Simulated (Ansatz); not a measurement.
Input:

Relaxed Si (diamond):

```
Si
1.0
    0.00000     2.71682     2.71682
    2.71682     0.00000     2.71682
    2.71682     2.71682     0.00000
Si
2
Direct
  0.00000   0.00000   0.00000
  0.25000   0.25000   0.25000
```

In each cell atom 1 (Si, nearest neighbour Si at 2.353 Å; its periodic images, 3.8 Å or more away, move with it) moves by s·(0.577, 0.577, 0.577) (along Cartesian [111]), the rest being held.

Level of theory: PBEsol (plane waves to 420 eV, PAW, scalar-relativistic; Ansatz, a program for electronic structure). k mesh 9×9×9 (Γ-centred), Fermi-Dirac smearing 0.05 eV. The energy includes the smearing's −TS. As the smearing reaches across the gap at some points, energies and forces of such displacements shift with the k mesh and the smearing. Si was relaxed with its symmetry unable to fall. The zero of ΔE is the undisplaced structure.

The scan covers s from -0.240 to 0.240 Å in 11 points.

Is this a single well or a double well?

A single well with its minimum at or next to zero displacement.

Is the energy the same for displacements of ±0.240 Å, and if not, which side lies higher?

Not even: the positive side lies higher at ±0.240 Å. With its periodic images moving along, the atom's site symmetry in this cell is -43m.

What is the energy change at s = 0.240 Å?

477 meV/cell.

What force acts on the atom along the line at s = -0.240 Å?

1.91 eV/Å.

What is the force constant k = d²E/ds² of this move at s = 0?

13.3 eV/Å².

(A displaced cell: forces are minus the slopes of the energy, force constants its curvatures, and phonons follow from these.)
